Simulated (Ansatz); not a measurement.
Below is a relaxed structure of AlO5. The cell was found from a structure generator's guess, not taken from experiment.

The calculation used DFT PBE, scalar-relativistic, plane waves, PAW (Ansatz 0.2.0). Cutoff 420 eV, Γ-centred mesh, Gaussian smearing, collinear spin.

```xyz
6
Lattice="2.6310 1.5190 2.3785 -2.6310 1.5190 2.3785 0.0000 -3.0380 2.3785" Properties=species:S:1:pos:R:3 pbc="T T T"
Al    0.0000    0.0000    3.5678
O     0.0000    1.5190    2.3785
O    -1.3155   -0.7595    2.3785
O     1.3155   -0.7595    2.3785
O     0.0000    0.0000    5.7458
O     0.0000    0.0000    1.3898
```

Formation energies are uncorrected and refer to the elements' standard structures at the same level (O₂ as a molecule).

Task: What space group does it have?

Result: R-3m (No. 166). Conventional cell: a = 5.262 Å, c = 7.136 Å. Around Al lie 6 O at 1.93 Å and 2 O at 2.18 Å; around O on a site of symmetry 2/m lie 2 O at 1.81 Å and 2 Al at 1.93 Å; O on a site of symmetry 3m is surrounded by 3 O at 1.81 Å and 1 Al at 2.18 Å.

Task: How far does it lie from the elements in energy?

Result: −0.22 eV/atom. It lies below the elements, which doesn't yet make it stable against other compounds or structures.

Task: Is it a metal?

Result: Yes, bands cross the Fermi level on the 12×12×12 mesh.

Task: Which magnetic moments does it keep?

Result: 0.17 μB per atom net, the space between the atoms included; by site: O 0.3 (×2) μB.

The last run used collinear spin, a 12×12×12 mesh for its 6-atom cell and Gaussian smearing of 0.10 eV. Another magnetic order may lie lower. Symmetry constrained the relaxation, so the result can be a saddle point.
